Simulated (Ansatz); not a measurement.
**Formation energy of BiIr (rocksalt structure)**

Method: PBE, scalar-relativistic; no spin polarisation; PAW, 420 eV, Γ-centred 10×10×10 mesh, 0.05 eV Gaussian smearing; code Ansatz; PAW files: Ansatz's generated set soft_2.

The structure was built from a prototype; whether the compound forms in it isn't claimed.

The structure is cubic, space group Fm-3m (No. 225). The conventional cell has a = 5.626 Å, b = 5.626 Å, c = 5.626 Å, α = 90.00°, β = 90.00°, γ = 90.00°. Ir (site symmetry m-3m) has 6 Bi at 2.81 Å as nearest neighbours. Bi (site symmetry m-3m) is surrounded by 6 Ir at 2.81 Å. (Shells end 15 % past the nearest neighbour.)

The elements were computed in their standard states with the same datasets, cutoff and functional. Total energies depend on the potentials used, so only differences within one code and one set of settings carry meaning.

Energy of the relaxed cell (2 atoms, smearing extrapolated to zero): -24330.782 eV. Elements, in eV/atom: Ir -11935.311, Bi -12396.551.

What is the formation energy?

[-24330.782 − (1 × -11935.311 + 1 × -12396.551)] / 2 = 0.54 eV/atom, or 52 kJ per mole of atoms.

The value is for 0 K, without zero-point energy. A positive value means that this structure is unstable even against the elements at this level.

Scalar-relativistic only: spin–orbit splittings of the heavy atoms' levels are missing.
